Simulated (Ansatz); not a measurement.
SnF3:
```
CELL_PARAMETERS angstrom
      0.00000     4.35100     4.35100
      4.35100     0.00000     4.35100
      4.35100     4.35100     0.00000
ATOMIC_POSITIONS crystal
  Sn 0.50000 0.50000 0.50000
  Sn 0.00000 0.00000 0.00000
  F  0.72737 0.27263 0.72737
  F  0.27263 0.72737 0.27263
  F  0.72737 0.27263 0.27263
  F  0.27263 0.72737 0.72737
  F  0.72737 0.72737 0.27263
  F  0.27263 0.27263 0.72737
```

The program Ansatz at the r²SCAN level (PAW) gives a gap of 3.38 eV without spin–orbit coupling, maximum at X, minimum at L.

Task: What happens when spin–orbit coupling is switched on?

Result: The gap falls by 0.02 eV, to 3.36 eV; maximum at X, minimum at L.

Task: Give the electron effective mass with spin–orbit coupling.

Result: 0.37, 0.61, 0.61 mₑ (principal values).

Space group Fm-3m. The workflow started from a Materials Project entry (that database holds measured and hypothetical structures alike); the Crystallography Open Database files this formula in space group No. 225, but the cells were not matched. Whether it is the stable phase at ambient conditions was not checked. Symmetry was held in the r²SCAN relaxation; whether a distortion lowers the energy is not shown.

Potentials: the later of the program's two PAW sets.
